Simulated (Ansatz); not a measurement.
Consider the following.

NbAg:
```cif
data_Ag2Nb2
_chemical_formula_sum 'Ag2 Nb2'
_space_group_name_H-M_alt 'Pmma'
_space_group_IT_number 51
_space_group_name_Hall '-P 2a 2a'
_cell_length_a 4.71075
_cell_length_b 2.73916
_cell_length_c 5.23577
_cell_angle_alpha 90.000
_cell_angle_beta 90.000
_cell_angle_gamma 90.000
loop_
_atom_site_label
_atom_site_type_symbol
_atom_site_symmetry_multiplicity
_atom_site_Wyckoff_symbol
_atom_site_fract_x
_atom_site_fract_y
_atom_site_fract_z
_atom_site_occupancy
Ag1 Ag 2 e 0.75000 0.00000 0.14711 1
Nb1 Nb 2 f 0.25000 0.50000 0.35023 1
```

This is the PBEsol-relaxed structure.

**Question.** All from plane-wave PAW PBEsol (Ansatz code), unless another level is named. Estimate the highest zone-centre frequency.

**Answer.** 5.96 THz.

**Question.** Give the bulk modulus (Birch–Murnaghan fit).

**Answer.** 164 GPa.

The start of the workflow was typed in or built on a structure type; neither database checked (COD, Materials Project) lists it. Whether it is the stable phase at ambient conditions was not checked. The cell was relaxed with PBEsol under the symmetry of its start; phonons show weakly imaginary modes. No spin polarisation was allowed. Its formation energy is positive at this level, so the cell may be metastable or incomplete. As this level gives no gap, phonon frequencies hold no LO–TO term and depend on the k-mesh and smearing (Fermi–Dirac, 0.1 eV here).

Potentials: the later of the program's two PAW sets.
